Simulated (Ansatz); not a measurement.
# Notes on NaCl

```yaml
crystal:
  lattice:
    - [0.00000, 2.86294, 2.86294]
    - [2.86294, 0.00000, 2.86294]
    - [2.86294, 2.86294, 0.00000]
  atoms:
    - { symbol: Na, position: [0.00000, 0.00000, 0.00000] }
    - { symbol: Cl, position: [0.50000, 0.50000, 0.50000] }
```

The numbers come from plane-wave PAW DFT (Ansatz): r2SCAN, no spin polarisation, 500 eV, 8×8×8 Γ-centred k points, cold occupations (width 0.0464 eV). Nothing was relaxed.

Problem. What is the character of the valence top and the conduction bottom?

Solution. Within 0.7 eV of the edges, the states project mainly on Cl p (99 %) below the gap and on Na s (74 %) and Cl s (20 %) above it.

Problem. What does the stress say?

Solution. The pressure is -1.5 GPa (compression positive), so with the atoms held at these fractions the cell would first shrink.

Problem. Which element gives electrons and which takes them?

Solution. Bader charges in e: Na +0.89, Cl -0.89. In the mean Na gives up most and Cl takes most.

Problem. Is there a gap, and of what kind?

Solution. The gap is 5.72 eV, direct at the points sampled.

Problem. Describe some of the short contacts.

Solution. Na–Cl at 2.86 Å: least valence density 0.07 e/Å³ and ELF 0.02 there, a closed-shell (ionic or weak) contact. These are pseudo-fields; inside the PAW spheres they differ from the all-electron ones.

Problem. Is it stable against the elements?

Solution. -2.09 eV an atom against the elements' usual phases (free molecules for gases, crystals otherwise, with no correction for O₂ or N₂), so it is bound against them; other compounds may still compete. Relaxing would lower it.

Origin: a database entry at a rescaled volume.
